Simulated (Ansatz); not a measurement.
**CdSe: which input changes reach the field gradients?**

Cell: a Materials Project structure (computed, not necessarily an observed phase).

```xyz
4
Lattice="4.3461 0.0000 0.0000 -2.1730 3.7638 0.0000 0.0000 0.0000 7.0898" Properties=species:S:1:pos:R:3 pbc="T T T"
Cd    2.1730    1.2546    3.5446
Cd    0.0000    2.5092    7.0895
Se    2.1730    1.2546    6.2100
Se    0.0000    2.5092    2.6651
```

Sites (sets of like atoms) are named by element and the number of their first atom in this list.

Reference run. Computed with Ansatz: DFT, PBE, plane waves and PAW, scalar-relativistic, 420 eV cutoff, Γ-centred 7×7×4 k-points, Fermi–Dirac smearing 0.02 eV.

It gives V_zz (10²¹ V/m²) Cd 0.24 (η 0.00), Se 0.13 (η 0.00). Each of these runs changes the input as listed (caps on SCF iterations aside):

A. basis.ecutwfc: not typed → 33.1 Ry
B. hamiltonian.hubbard: not typed → {sites: [{species: Se, l: p, u_eff: 40.0}]}

Problem. Which of these changes matter for the gradients?

Solution. 

| run | Cd V_zz (η) | Se V_zz (η) | largest change of a gradient tensor, all atoms | note |
| --- | --- | --- | --- | --- |
| A | 0.24 (0.00) | 0.14 (0.00) | 0.01 | converged |
| B | 0.13 (0.00) | 0.15 (0.00) | 0.10 | converged |

Run B moves them most, on Cd (V_zz from 0.24 to 0.13). Run B holds an enormous U, so its numbers aren't properties of the crystal.

On the reference run: Without spin–orbit coupling (the program notes it for Cd) the gradients can shift somewhat, as the gap is small. With a gap of 0.6 eV on this mesh, small gradients can still move by 0.1 × 10²¹ V/m² or more as the k-mesh gets denser.
